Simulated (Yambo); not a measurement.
Consider the following.

```
CELL_PARAMETERS angstrom
      3.97847     0.00000     0.00000
      0.00000     3.97847     0.00000
      0.00000     0.00000     3.97847
ATOMIC_POSITIONS crystal
  F  0.00000 0.50000 0.00000
  F  0.50000 0.00000 0.00000
  F  0.00000 0.00000 0.50000
  Mg 0.00000 0.00000 0.00000
  K  0.50000 0.50000 0.50000
```

Workflow: norm-conserving PBEsol (Quantum ESPRESSO, 84 Ry, no spin-orbit coupling), then G0W0 in Yambo (4×4×4 Γ-centred k mesh, bands 2 to 123 and a 8 Ry block in the screening, 123 bands in G with the Bruneval-Gonze terminator, plasmon pole fitted at 27.2 eV).

Give the PBEsol and G0W0 gaps between the band edges found on this mesh, and say where the edges lie.

Edges: R → Γ. PBEsol: 7.21 eV; G0W0: 11.37 eV. Nearest settings tried, and what they do to the gap: 79 bands in W, 79 bands in G: +90 meV; 1 Ry block (19 vectors against 179): +967 meV. Not varied: mesh. So the settings aren't converged at that level. The cell is held in this high symmetry; tilts and polar distortions were not searched.

Geometry of the Materials Project entry, not relaxed at this level.
